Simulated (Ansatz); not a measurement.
One crystal and one scan (energy over volume and axial ratio) at two levels, r2SCAN (plane waves to 500 eV, PAW, scalar-relativistic; Ansatz, an electronic-structure program) and PBE (plane waves to 420 eV, PAW, scalar-relativistic; Ansatz), each from its own relaxed cell and on its own mesh. The cell shown is that of r2SCAN.

SiC (wurtzite)

```yaml
crystal:
  lattice:
    - [3.07548, 0.00000, 0.00000]
    - [-1.53774, 2.66344, 0.00000]
    - [0.00000, 0.00000, 5.04859]
  atoms:
    - { symbol: Si, position: [0.66667, 0.33333, 0.00050] }
    - { symbol: Si, position: [0.33333, 0.66667, 0.50050] }
    - { symbol: C, position: [0.66667, 0.33333, 0.62470] }
    - { symbol: C, position: [0.33333, 0.66667, 0.12470] }
```

Two coordinates are scanned: the volume, and the ratio of the stretch along z (the conventional c axis) to the stretch across it. Atoms keep their fractional coordinates.

Energies are smeared free energies. SiC was relaxed with its symmetry unable to fall. The PAW data are Ansatz's earlier set. As the atoms are clamped, bonds stretch with the cell, which overstates energies and stresses. Percentages come from the unrounded values. Both scans cover V/V₀ from 0.920 to 1.080 and (c/a)/(c/a)₀ from 0.960 to 1.040.

Results of r2SCAN:

* **Lattice constant a (Å)**: 3.075
* **Lattice constant c (Å)**: 5.049
* **Relaxed volume (Å³/atom)**: 10.34
* **Band gap of the relaxed cell, no spin-orbit coupling (eV)**: 2.65
* **Modulus against c/a change at fixed volume, (3/4V)·∂²E/∂(ln c/a)² (fit, atoms clamped) (GPa)**: 291

What does PBE give for the same quantities?


| quantity | PBE | r2SCAN − PBE |
|---|---|---|
| Lattice constant a (Å) | 3.092 | -0.017 (-0.5 %) |
| Lattice constant c (Å) | 5.074 | -0.025 (-0.5 %) |
| Relaxed volume (Å³/atom) | 10.50 | -0.16 (-1.6 %) |
| Band gap of the relaxed cell, no spin-orbit coupling (eV) | 2.31 | +0.34 (+15 %) |
| Modulus against c/a change at fixed volume, (3/4V)·∂²E/∂(ln c/a)² (fit, atoms clamped) (GPa) | 269 | +22 (+8 %) |

r2SCAN gives the higher value for: band gap of the relaxed cell, no spin-orbit coupling; modulus against c/a change at fixed volume. r2SCAN gives the lower value for: lattice constant a; lattice constant c; relaxed volume.

(Under strain, the slope of the energy per volume gives the stress and its curvature an elastic modulus.)
